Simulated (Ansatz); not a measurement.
A crystal relaxed with r2SCAN in Ansatz has space group P-4m2 (No. 115) and a = 4.089 Å, c = 11.633 Å.

```tsv
atom	site	x	y	z
Xx	1a	0.0000	0.0000	0.0000
P	2g	0.0000	0.5000	0.1101
In	2f	0.5000	0.5000	0.2407
P	2g	0.5000	0.0000	0.3703
In	1d	0.0000	0.0000	0.5000
```

With r2SCAN the gap is 1.16 eV and direct, at Γ. The HSE06 gap is direct at Γ: 1.54 eV. Meshes: r2SCAN 6×6×2, HSE06 4×4×2. r2SCAN's ε∞ is 9.7 in all directions.

Q: Which element is Xx?
A. B
B. Tl
C. Al
D. Ga

A: D. Xx is Ga: In3GaP4 as one 8-atom ordering (P-4m2) on the zincblende lattice. Ga has 4 P at 2.41 Å; P has 2 Ga at 2.41 Å and 2 In at 2.55 Å; In has 4 P at 2.54–2.55 Å; P has 4 In at 2.54 Å; In has 4 P at 2.54 Å.

The calculation is spin-unpolarised, and the structure need not be a phase that has been made.

No spin-orbit coupling is included; it can move band edges with weight on the heavy atoms by tenths of an eV.

The meshes of the hybrids are coarse, so their gaps aren't converged to the digits shown.
